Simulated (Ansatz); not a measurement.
## Is this CrCdC4N4 structure a true minimum?

The structure comes from a generated guess, relaxed at this level; another structure or a mixture of phases may lie lower.

Method: Ansatz 0.2.0, DFT PBE, scalar-relativistic, plane waves, PAW. Settings: cutoff 420 eV, Γ-centred mesh 6×6×6 on the computed 10-atom cell, Gaussian smearing of 0.10 eV; collinear spin from starting moments 3.0 0.0 0.0 0.0 0.0 0.0 0.0 0.0 0.0 0.0 μB.

The cell below (10 atoms, space group P-43m (No. 215)) is relaxed within its symmetry.

```cif
data_structure
_symmetry_space_group_name_H-M 'P 1'
_symmetry_Int_Tables_number 1
_cell_length_a 6.2476
_cell_length_b 6.2476
_cell_length_c 6.2476
_cell_angle_alpha 90.000
_cell_angle_beta 90.000
_cell_angle_gamma 90.000
_cell_volume 243.86
loop_
_atom_site_label
_atom_site_type_symbol
_atom_site_fract_x
_atom_site_fract_y
_atom_site_fract_z
_atom_site_occupancy
Cr1 Cr 0.00000 0.00000 0.00000 1
Cd1 Cd 0.50000 0.50000 0.50000 1
C1 C 0.18990 0.18990 0.18990 1
C2 C 0.18990 0.81010 0.81010 1
C3 C 0.81010 0.18990 0.81010 1
C4 C 0.81010 0.81010 0.18990 1
N1 N 0.29794 0.29794 0.29794 1
N2 N 0.29794 0.70206 0.70206 1
N3 N 0.70206 0.29794 0.70206 1
N4 N 0.70206 0.70206 0.29794 1
```

For the test it was strained at random (σ = 1.5 % a component), the atoms were moved at random (σ = 0.10 Å), and all was relaxed again on a coarse 4×4×4 mesh (in the run’s order of axes) with 0.20 eV smearing, with no symmetry imposed.

The magnetic state reached may not be the lowest.

Task: What happens?

Result: It doesn't return. The energy falls by 73 meV/atom on that mesh, the volume changes by -11.2 %, and the end has space group P-42m (No. 111) at a loose tolerance. Relaxed again on a 6×4×4 mesh with 0.02 eV smearing, the new structure lies 77 meV/atom below the first (mesh in the axes of the run's cell; the cell below is made exact in the group named). Space group P-42m (No. 111), tetragonal, a = 6.940 Å, c = 4.392 Å. Around Cr lie 4 C at 2.05 Å; around Cd lie 4 N at 2.20 Å; C is surrounded by 1 N at 1.17 Å and 1 Cr at 2.05 Å; N has 1 C at 1.17 Å and 1 Cd at 2.20 Å.

```cif
data_structure
_symmetry_space_group_name_H-M 'P 1'
_symmetry_Int_Tables_number 1
_cell_length_a 6.9399
_cell_length_b 6.9399
_cell_length_c 4.3921
_cell_angle_alpha 90.000
_cell_angle_beta 90.000
_cell_angle_gamma 90.000
_cell_volume 211.53
loop_
_atom_site_label
_atom_site_type_symbol
_atom_site_fract_x
_atom_site_fract_y
_atom_site_fract_z
_atom_site_occupancy
Cr1 Cr 0.00000 0.00000 0.50000 1
Cd1 Cd 0.50000 0.50000 0.00000 1
C1 C 0.20128 0.79872 0.37461 1
C2 C 0.79872 0.20128 0.37461 1
C3 C 0.20128 0.20128 0.62539 1
C4 C 0.79872 0.79872 0.62539 1
N1 N 0.30924 0.69076 0.26242 1
N2 N 0.69076 0.30924 0.26242 1
N3 N 0.30924 0.30924 0.73758 1
N4 N 0.69076 0.69076 0.73758 1
```
